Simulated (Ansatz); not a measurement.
ZrSiO:
```
CELL_PARAMETERS angstrom
      3.29814     0.00000     0.00000
      0.00000     3.29814     0.00000
      0.00000     0.00000     7.29979
ATOMIC_POSITIONS crystal
  Zr 0.00000 0.50000 0.69068
  Zr 0.50000 0.00000 0.30932
  Si 0.50000 0.50000 0.00000
  Si 0.00000 0.00000 0.00000
  O  0.00000 0.50000 0.39016
  O  0.50000 0.00000 0.60984
```

Relaxed with r²SCAN. Special points in fractions of this cell's reciprocal vectors: Γ (0.000, 0.000, 0.000); X (0.000, 0.500, 0.000); M (0.500, 0.500, 0.000); Z (0.000, 0.000, 0.500); R (0.000, 0.500, 0.500); A (0.500, 0.500, 0.500).

Question: List the band energies nearest the Fermi level at these points for DFT-r²SCAN with spin–orbit coupling in the program Ansatz with PAW potentials.

Answer: In eV from the Fermi level; about four levels below and three above (degenerate sets whole), none deeper than 8.9 eV; points with the same levels are listed once.

| k | below | above |
|---|---|---|
| Γ | -2.40 -2.40 -0.10 -0.10 | 1.05 1.05 1.13 1.13 |
| X | -0.45 -0.45 -0.45 -0.45 | 0.09 0.09 0.09 0.09 |
| M | -2.83 -2.83 -2.83 -2.83 | 1.84 1.84 1.84 1.84 |
| Z | -2.94 -2.94 -2.87 -2.87 | 0.71 0.71 0.92 0.92 |
| R | -0.22 -0.22 -0.22 -0.22 | 0.45 0.45 0.45 0.45 |
| A | -2.91 -2.91 -2.91 -2.91 | 0.66 0.66 0.66 0.66 |

Space group P4/nmm. The workflow started from a Materials Project entry (that database holds measured and hypothetical structures alike); the Crystallography Open Database copy checked does not list it. Its standing as an ambient phase is unchecked. Symmetry was held in the r²SCAN relaxation; whether a distortion lowers the energy is not shown. No spin polarisation was allowed.

Potentials: the later of the program's two PAW sets.
